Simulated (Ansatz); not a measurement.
Input and command of a plane-wave DFT calculation in Ansatz:

```yaml
crystal:
  lattice:
    - [0.007342125, 1.9579, 1.9579]
    - [1.9579, 0.007342125, 1.9579]
    - [1.965242125, 1.965242125, 0.0]
  atoms:
    - { symbol: Pt, position: [0.0, 0.0, 0.0] }
basis:
  ecutwfc: 500
kpoints:
  mp_grid: { grid: [20, 20, 20] }
hamiltonian:
  xc: r2scan
scf:
  occupations: { method: gaussian, width: 0.15 }
output:
  forces: true
  stress: true
  eigenvalues: true
  write_density: true
  write_potential: true
  elf: true
  volumetric_format: npy
```

```bash
ansatz run input.yaml --threads 1 --pin off --max-ram 2560MiB --backend cpu --events-out ev --progress --plain --runs-dir out
```

Processor: Intel(R) Xeon(R) Platinum 8259CL CPU @ 2.50GHz (Skylake/Cascade Lake), 1 thread, on a host shared with other jobs.

Question: How long does it run, and how much memory does it take?

Answer: About 38 s on 1 thread of Intel(R) Xeon(R) Platinum 8259CL CPU @ 2.50GHz (Skylake/Cascade Lake) (shared host), peak memory 0.6 GiB. It solves 13 bands at 1166 k points (the mesh reduced by symmetry) with about 359 plane waves, in 6 SCF iterations.
